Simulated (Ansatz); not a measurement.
**TaSi₂: zone-centre modes**

The calculation used Ansatz 0.2.0, DFT PBE, scalar-relativistic, plane waves, PAW. The runs took a 420 eV cutoff, a Γ-centred 12×12×6 mesh and Gaussian smearing (0.15 eV). Spin–orbit coupling is left out, which can shift energies with elements as heavy as these. No spin polarisation.

Zero of the scan (relaxed at this level; it needn't be the usual structure):

```
Ta Si
1.0
     4.80571    0.00000    0.00000
    -2.40285    4.16186    0.00000
     0.00000    0.00000    6.59735
Ta Si
3 6
Direct
  0.50000 0.00000 0.50000
  0.50000 0.50000 0.83333
  0.00000 0.50000 0.16667
  0.15892 0.31784 0.50000
  0.84108 0.15892 0.83333
  0.68216 0.84108 0.16667
  0.84108 0.68216 0.50000
  0.15892 0.84108 0.83333
  0.31784 0.15892 0.16667
```

Harmonic modes by finite displacements of 0.02 Å, without the LO–TO term.

Task: At this geometry, is the structure stable against these modes?

Result: Yes: no mode is imaginary beyond 10 cm⁻¹, and only the three translations lie near zero.

Task: List the wavenumbers in cm⁻¹.

Result: 0, 0, 0, 106, 145, 145, 149, 149, 162, 222, 222, 225, 246, 257, 257, 289, 289, 291, 334, 334, 355, 355, 355, 365, 365, 400, 400.

Cost: 1 run of about 22 core-minutes, on Intel Xeon Processor @ 2.50GHz (Skylake/Cascade Lake) (shared hosts).